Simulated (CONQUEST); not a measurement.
A self-consistent single point of PbSe (Fm-3m, 8 atoms in the cell; from Materials Project mp-2201, changed as shown) with CONQUEST.

Method: PBE, numerical atomic orbitals double-zeta with polarisation (the shipped basis), PseudoDojo norm-conserving potentials made for PBE in CONQUEST 1.3.

The change in words: lattice scaled by 1.02. Reference geometry (Fm-3m):
```
PbSe
1.0
    6.12292     0.00000     0.00000
    0.00000     6.12292     0.00000
    0.00000     0.00000     6.12292
Pb Se
4 4
Direct
  0.00000   0.00000   0.00000
  0.00000   0.50000   0.50000
  0.50000   0.00000   0.50000
  0.50000   0.50000   0.00000
  0.50000   0.00000   0.00000
  0.50000   0.50000   0.50000
  0.00000   0.00000   0.50000
  0.00000   0.50000   0.00000
```

Reference input (self-consistent single point, DFT, PBE, numerical atomic orbitals double-zeta with polarisation (the shipped basis), PseudoDojo norm-conserving potentials made for PBE): basis = DZP; Diag.MPMeshX, Y, Z = 4 4 4; potentials = PseudoDojo norm-conserving PBE; Grid.GridCutoff = 140 Ha; DM.SolutionMethod = diagon; Diag.kT = 0.000735 Ha; Diag.GammaCentred = true; minE.SCTolerance = 1.0e-07; SC.MaxIters = 100; SC.LinearMixingFactor = 0.5; AtomMove.TypeOfRun = static. This run's input differs from it in these lines:

```diff
@@ -30,5 +30,5 @@
 # file: coords.dat
-    11.570649442      0.000000000      0.000000000
-     0.000000000     11.570649442      0.000000000
-     0.000000000      0.000000000     11.570649442
+    11.802061524      0.000000000      0.000000000
+     0.000000000     11.802061524      0.000000000
+     0.000000000      0.000000000     11.802061524
 8
```

Log, with long lists cut:

```
    PulayMixSC: Starting Pulay mixing, A_up =  0.500 A_dn =  0.500
    PulayMixSC: Spin non-polarised calculation.
          Harris-Foulkes Energy            :    -20860.432861270754074 eV
    PulayMixSC: Pulay iteration     1 residual:              0.98212E-03
          Harris-Foulkes Energy            :    -20859.004119765359064 eV
    PulayMixSC: Pulay iteration     2 residual:              0.39761E-03
          Harris-Foulkes Energy            :    -20858.866277228207764 eV
    PulayMixSC: Pulay iteration     3 residual:              0.14037E-03
          Harris-Foulkes Energy            :    -20858.859225237421924 eV
    PulayMixSC: Pulay iteration     4 residual:              0.25426E-04
          Harris-Foulkes Energy            :    -20858.859126795654447 eV
    PulayMixSC: Pulay iteration     5 residual:              0.46942E-05
          Harris-Foulkes Energy            :    -20858.859144453021145 eV
    PulayMixSC: Pulay iteration     6 residual:              0.26429E-05
          Harris-Foulkes Energy            :    -20858.859136409220810 eV
    PulayMixSC: Pulay iteration     7 residual:              0.49336E-07
    PulayMixSC: Reached SCF tolerance of  0.49336E-07 after      7 iterations
      | Number of electrons      =       120.000099
      |* Harris-Foulkes energy   =    -20858.859136409220810 eV
      |* DFT total energy        =    -20858.859136411516374 eV

    force: Forces on atoms (eV/a0)
    force:  Atom   X              Y              Z
    force:     1  -0.0000000000  -0.0000000000  -0.0000000000
   [... zero for the other atoms too ...]

    force: Maximum force :        0.00000000(eV/a0) on atom         5 in z direction
    force: Force Residual:        0.00000000 eV/a0
    force: Total stress:          0.16598091     0.00000000     0.00000000 GPa
                            -0.00000000     0.16598091    -0.00000000
                             0.00000000    -0.00000000     0.16598091
    force: Average pressure:     -0.16598091 GPa

    get_E_and_F: Change in energy during last step of electronic optimisation:  0.29560E-06
```

The run converged in 7 iterations. CONQUEST prints the stress tensor with tension positive. Against the reference run the free energy drops by 14.7 meV/atom, the pressure goes from 2.90 to -0.17 GPa and the gap on the mesh goes from 0.410 to 0.574 eV.

Spin-orbit coupling is left out, which matters for bands and gaps with elements this heavy. The program uses no crystal symmetry, so grid and mesh can part values that symmetry would make equal. The atom-centred basis is finite, which shifts total energies, pressures and gaps against plane waves. The structure comes from a collection of computed structures, made at another level of theory; the collection holds predicted forms beside known ones. Its lattice was then scaled.

Cost on one core: very roughly 60 core-seconds.
